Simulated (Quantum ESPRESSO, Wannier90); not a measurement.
Wannierisation of PbS (Pnma)

```xyz
8
Lattice="12.0278 0.0000 0.0000 0.0000 4.2250 0.0000 0.0000 0.0000 4.2750" Properties=species:S:1:pos:R:3 pbc="T T T"
Pb    -1.5474     1.0562     0.7050
Pb     1.5474    -1.0562    -0.7050
Pb    -4.4665    -1.0562    -1.4326
Pb     4.4665     1.0562     1.4326
S     -4.2867     1.0562     0.4613
S      4.2867    -1.0562    -0.4613
S     -1.7272    -1.0562    -1.6762
S      1.7272     1.0562     1.6762
```

Materials Project entry mp-1078500; symmetrised, unrelaxed at this level. Not found in the COD (Crystallography Open Database) copy used, which has the formula in other groups; not checked further. Level: PBEsol, no spin polarisation, no spin-orbit coupling; pw.x of Quantum ESPRESSO at 50 Ry with PseudoDojo potentials, 4×6×6 k-points, Wannier90. Density: 4×8×8 mesh, Gaussian smearing 0.01 Ry. Spin-orbit coupling is left out although heavy elements are present.

Bands 25-28 form an isolated set from -8.31 to -5.75 eV relative to the valence-band maximum (on the path) and are turned into 4 Wannier functions by minimising the spread from the start: atomic waves Pb 6s.

### Question
Where do the functions sit, how wide are they and what are they made of?

### Answer
| functions | spread (Å²) | nearest atom, distance (Å) | second atom, distance (Å) | weight on atomic waves |
|---|---|---|---|---|
| 4 | 3.83 | Pb 0.24 | S 2.56 | Pb 6s 71 %, S 3p 16 %, S 3s 8 % |

Ω_I = 15.29 Å², Ω_total = 15.31 Å²; the interpolated bands follow pw.x to 0.5 meV rms on the path. Only this start was tried; a symmetric start can stop on a saddle, and mixtures of these functions could lower the total by at most Ω_total − Ω_I.
